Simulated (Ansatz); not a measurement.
One input, then a changed one: SnSe (rocksalt type)

First run: DFT, r2SCAN, PAW with Ansatz's default frozen-core files, scalar-relativistic (Ansatz 0.2.0).

Command: `ansatz run input.yaml --threads 1 --pin off --max-ram 2048MiB --backend cpu --events-out ev --progress --plain --runs-dir out` It took 4.3 s on 1 thread of Intel(R) Xeon(R) 6975P-C (Granite Rapids), on a shared host, peak memory 0.49 GiB.

```yaml
crystal:
  lattice:
    - [0.0, 2.5934682067, 2.5934682067]
    - [2.5934682067, 0.0, 2.5934682067]
    - [2.5934682067, 2.5934682067, 0.0]
  atoms:
    - { symbol: Sn, position: [0.0, 0.0, 0.0] }
    - { symbol: Se, position: [0.5, 0.5, 0.5] }
kpoints:
  mp_grid: { grid: [12, 12, 12] }
scf:
  occupations: { method: fermi_dirac, width: 0.1 }
hamiltonian:
  xc: r2scan
  pseudopotentials: { kind: paw }
output:
  forces: true
  stress: true
  eigenvalues: true
  populations: true
```

The cell comes from a relaxation on PAW files under the same functional, begun from a prototype that needn't be the stable phase.

This run: volume at 0.64 of the series' base cell.

It converges in 8 SCF iterations at a pressure of 60.9 GPa, cutoff 500 eV.

A second run of a changed input logged this at its end:

```
Error: invalid value for `basis.ecutrho_ratio`: must be in [1, 1024]; got 0
```

What was wrong with the input?

The fault: a density cutoff under the waves', by this change (others could give a like log):
```diff
   occupations: { method: fermi_dirac, width: 0.1 }
+  max_iter: 60
 hamiltonian:
   populations: true
+basis:
+  ecutrho_ratio: 0
```
